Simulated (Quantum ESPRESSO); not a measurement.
## N2As2Si3 (input and log of a self-consistent run)

A calculation, not a measurement. The program is pw.x of Quantum ESPRESSO 7.5 (plane-wave density functional theory). The cell is made up: 7 atoms on a zincblende/diamond lattice with one site empty, with randomly drawn elements, strain and displacements, not relaxed. PseudoDojo standard norm-conserving files (v0.5 for PBE, v0.4.1 for LDA and PBEsol) set the functional; there is no spin polarisation, spin-orbit coupling or dispersion term, and the masses in the input are unused placeholders. A spin-polarised start on this cell or one of its family kept no moment.

Input:

```
&control calculation='scf', pseudo_dir='./dojo.nc.sr.pbe.v0_5.standard.upf', outdir='./o', disk_io='low', tprnfor=.true., tstress=.true. /
&system ibrav=0, nat=7, ntyp=3, nbnd=36, ecutwfc=84.00895049, nosym=.true., tot_charge=0,
 occupations='smearing', smearing='fd', degauss=0.0073498644
/
&electrons conv_thr=7.350e-09, electron_maxstep=60, /
ATOMIC_SPECIES
As 1.0 As.upf
N 1.0 N.upf
Si 1.0 Si.upf
CELL_PARAMETERS angstrom
5.0439 0.0021 -0.0041
0.0021 5.1581 -0.0542
-0.0041 -0.0542 5.0424
ATOMIC_POSITIONS angstrom
N -0.0882 2.6128 2.5428
As 2.576 -0.1016 2.4898
Si 2.4832 2.5194 -0.0431
As 1.3226 1.293 1.2608
N 1.2968 3.7991 3.7319
Si 3.8722 1.2482 3.7465
Si 3.7847 3.8666 1.2148
K_POINTS automatic
6 6 6 1 1 1
```

The log is shortened where brackets say so; the opening notice, blank lines, dates and the lines on written files are dropped, and the path of the files is cut. It prints rydbergs, bohrs and kilobars, and counts compression as positive stress.

```
     Program PWSCF v.7.5
     Parallel version (MPI & OpenMP), running on       4 processor cores
     Number of MPI processes:                 4
     Threads/MPI process:                     1
     [start-up lines left out]
     bravais-lattice index     =            0
     lattice parameter (alat)  =       9.5316  a.u.
     unit-cell volume          =     885.1986 (a.u.)^3
     number of atoms/cell      =            7
     number of atomic types    =            3
     number of electrons       =        52.00
     number of Kohn-Sham states=           36
     kinetic-energy cutoff     =      84.0090  Ry
     charge density cutoff     =     336.0358  Ry
     scf convergence threshold =      7.3E-09
     mixing beta               =       0.7000
     number of iterations used =            8  plain     mixing
     Exchange-correlation= PBE
                           (   1   4   3   4   0   0   0)
     [axes and pseudopotential details left out]
   Cartesian axes
     site n.     atom                  positions (alat units)
         1        N      tau(   1) = (  -0.0174865   0.5180116   0.5041335  )
         2        As     tau(   2) = (   0.5107157  -0.0201431   0.4936258  )
         3        Si     tau(   3) = (   0.4923172   0.4994942  -0.0085450  )
         4        As     tau(   4) = (   0.2622176   0.2563491   0.2499652  )
         5        N      tau(   5) = (   0.2571025   0.7532065   0.7398835  )
         6        Si     tau(   6) = (   0.7676993   0.2474671   0.7427781  )
         7        Si     tau(   7) = (   0.7503516   0.7665890   0.2408453  )
     number of k points=   108  Fermi-Dirac smearing, width (Ry)=  0.0073
     Number of k-points >= 100: set verbosity='high' to print them.
     Dense  grid:    92063 G-vectors     FFT dimensions: (  60,  60,  60)
     Estimated max dynamical RAM per process >     284.38 MB
     Estimated total dynamical RAM >       1.05 GB
     Initial potential from superposition of free atoms
     starting charge      51.9977, renormalised to      52.0000
     Starting wfcs are   38 randomized atomic wfcs
     total cpu time spent up to now is        3.3 secs
     per-process dynamical memory:   242.2 Mb
     Self-consistent Calculation
     iteration #  1     ecut=    84.01 Ry     beta= 0.70
     Davidson diagonalization with overlap
     ethr =  1.00E-02,  avg # of iterations =  4.3
     total cpu time spent up to now is       11.4 secs
     total energy              =    -489.68075297 Ry
     estimated scf accuracy    <       1.25662622 Ry
     iteration #  2     ecut=    84.01 Ry     beta= 0.70
     Davidson diagonalization with overlap
     ethr =  2.42E-03,  avg # of iterations =  5.6
     total cpu time spent up to now is       19.1 secs
     total energy              =    -489.24653610 Ry
     estimated scf accuracy    <      12.30473055 Ry
     iteration #  3     ecut=    84.01 Ry     beta= 0.70
     Davidson diagonalization with overlap
     ethr =  2.42E-03,  avg # of iterations =  4.2
     total cpu time spent up to now is       26.8 secs
     total energy              =    -490.48801039 Ry
     estimated scf accuracy    <       0.11473841 Ry
     iteration #  4     ecut=    84.01 Ry     beta= 0.70
     Davidson diagonalization with overlap
     ethr =  2.21E-04,  avg # of iterations =  5.2
     total cpu time spent up to now is       34.2 secs
     total energy              =    -490.50328832 Ry
     estimated scf accuracy    <       0.00729916 Ry
     iteration #  5     ecut=    84.01 Ry     beta= 0.70
     Davidson diagonalization with overlap
     ethr =  1.40E-05,  avg # of iterations =  6.6
     total cpu time spent up to now is       42.6 secs
     total energy              =    -490.50012113 Ry
     estimated scf accuracy    <       0.03856811 Ry
     [iterations 6 to 7 left out]
     iteration #  8     ecut=    84.01 Ry     beta= 0.70
     Davidson diagonalization with overlap
     ethr =  1.01E-06,  avg # of iterations =  3.3
     total cpu time spent up to now is       60.4 secs
     total energy              =    -490.50627479 Ry
     estimated scf accuracy    <       0.00002767 Ry
     iteration #  9     ecut=    84.01 Ry     beta= 0.70
     Davidson diagonalization with overlap
     ethr =  5.32E-08,  avg # of iterations =  2.7
     total cpu time spent up to now is       66.4 secs
     total energy              =    -490.50628124 Ry
     estimated scf accuracy    <       0.00000279 Ry
     iteration # 10     ecut=    84.01 Ry     beta= 0.70
     Davidson diagonalization with overlap
     ethr =  5.37E-09,  avg # of iterations =  3.4
     total cpu time spent up to now is       72.6 secs
     total energy              =    -490.50628186 Ry
     estimated scf accuracy    <       0.00000135 Ry
     iteration # 11     ecut=    84.01 Ry     beta= 0.70
     Davidson diagonalization with overlap
     ethr =  2.59E-09,  avg # of iterations =  2.0
     total cpu time spent up to now is       78.1 secs
     total energy              =    -490.50628212 Ry
     estimated scf accuracy    <       0.00000005 Ry
     iteration # 12     ecut=    84.01 Ry     beta= 0.70
     Davidson diagonalization with overlap
     ethr =  1.02E-10,  avg # of iterations =  2.7
     total cpu time spent up to now is       84.2 secs
     End of self-consistent calculation
     Number of k-points >= 100: set verbosity='high' to print the bands.
     the Fermi energy is     6.8249 ev
!    total energy              =    -490.50628213 Ry
     estimated scf accuracy    <          5.3E-09 Ry
     smearing contrib. (-TS)   =      -0.00951400 Ry
     internal energy E=F+TS    =    -490.49676813 Ry
     The total energy is F=E-TS. E is the sum of the following terms:
     one-electron contribution =    -312.11630195 Ry
     hartree contribution      =     178.10938086 Ry
     xc contribution           =    -115.83289003 Ry
     ewald contribution        =    -240.65695700 Ry
     convergence has been achieved in  12 iterations
     Forces acting on atoms (cartesian axes, Ry/au):
     atom    1 type  2   force =    -0.02266639   -0.01474543   -0.00324965
     atom    2 type  1   force =    -0.07644820   -0.03713678    0.16269921
     atom    3 type  3   force =    -0.01176779    0.14370920   -0.12757142
     atom    4 type  1   force =    -0.19922459   -0.01387529    0.00502572
     atom    5 type  2   force =     0.03384467   -0.02626633    0.03321418
     atom    6 type  3   force =     0.11294020    0.04475704   -0.01468446
     atom    7 type  3   force =     0.16332210   -0.09644240   -0.05543359
     Total force =     0.410330     Total SCF correction =     0.000326
     Computing stress (Cartesian axis) and pressure
          total   stress  (Ry/bohr**3)                   (kbar)     P=       24.01
   0.00023395  -0.00007015  -0.00031049           34.41      -10.32      -45.67
  -0.00007015   0.00008672   0.00068356          -10.32       12.76      100.55
  -0.00031049   0.00068356   0.00016889          -45.67      100.55       24.84
     init_run     :      3.17s CPU      3.31s WALL (       1 calls)
     electrons    :     80.24s CPU     80.88s WALL (       1 calls)
     forces       :      1.06s CPU      1.07s WALL (       1 calls)
     stress       :      3.74s CPU      3.74s WALL (       1 calls)
     [timing details left out]
     PWSCF        :   1m28.27s CPU   1m29.11s WALL
     JOB DONE.
```

In other units: free energy -6673.678 eV for the cell, pressure 2.40 GPa, largest force component 5.122 eV/Å. A rerun of a related cell, with the same atoms placed differently, at 1437 eV and a 8 x 8 x 8 mesh moved values by no more than 0.003 eV in energy, 0.03 GPa in stress and 0.009 eV/Å in force.